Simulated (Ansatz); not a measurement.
A scan (energy over volume and axial ratio; atoms clamped) gave these values. Level of theory: PBE (plane waves to 420 eV, PAW, scalar-relativistic; Ansatz, a program for electronic structure).

| Property | Value |
|---|---|
| Shear modulus C′ = (C11 − C12)/2 (fit, atoms clamped) | 170 GPa |

Q: Of these crystals, all scanned alike, which one is it?
A. PbSe (rock salt)
B. CdSe (zinc blende)
C. ZnSe (zinc blende)
D. KTaO₃ (cubic perovskite)

A: D, KTaO₃ (cubic perovskite). The others have, for the shear modulus C′ = (C11 − C12)/2: PbSe 51 GPa, CdSe 9 GPa, ZnSe 17 GPa

All were relaxed with their symmetry unable to fall. KTaO3 is run without spin polarisation. Spin-orbit coupling is left out. The PAW data are Ansatz's earlier set.

(A scan under strain: stresses follow from slopes of the energy per volume, elastic moduli from its curvatures.)
